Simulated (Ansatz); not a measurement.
**Kick test of a cell of ScTi3N3**

It was reached by relaxing an invented guess, and it needn't be the stable form of this composition.

All numbers below come from DFT PBE, scalar-relativistic, plane waves, PAW (Ansatz). Plane waves to 420 eV, a k mesh through Γ of 10×10×4 on the computed 7-atom cell and Gaussian smearing (0.10 eV); collinear spin from starting moments 0.0 0.0 0.1 0.0 0.0 0.0 0.0 μB.

The cell below (7 atoms, space group P4/mmm (No. 123)) is relaxed within its symmetry.

```yaml
crystal:
  lattice:
    - [3.05342, 0.00000, 0.00000]
    - [0.00000, 3.05342, 0.00000]
    - [0.00000, 0.00000, 8.55536]
  atoms:
    - { symbol: Sc, position: [0.00000, 0.00000, 0.00000] }
    - { symbol: Ti, position: [0.50000, 0.50000, 0.75644] }
    - { symbol: Ti, position: [0.00000, 0.00000, 0.50000] }
    - { symbol: Ti, position: [0.50000, 0.50000, 0.24356] }
    - { symbol: N, position: [0.00000, 0.00000, 0.73807] }
    - { symbol: N, position: [0.50000, 0.50000, 0.00000] }
    - { symbol: N, position: [0.00000, 0.00000, 0.26193] }
```

For the test it was strained at random (σ = 1.5 % a component), the atoms were moved at random (σ = 0.15 Å), and all was relaxed again on a coarse 8×8×4 mesh (in the run’s order of axes) with 0.20 eV smearing, with no symmetry imposed.

Q: Is the structure stable against such a distortion?

A: It returns, within 1 meV/atom of the unmoved cell on that mesh and with the same symmetry when read at 0.1 Å. So it is stable against the distortions that fit this cell and that this random move excites. Modes that don't fit the cell aren't tested.
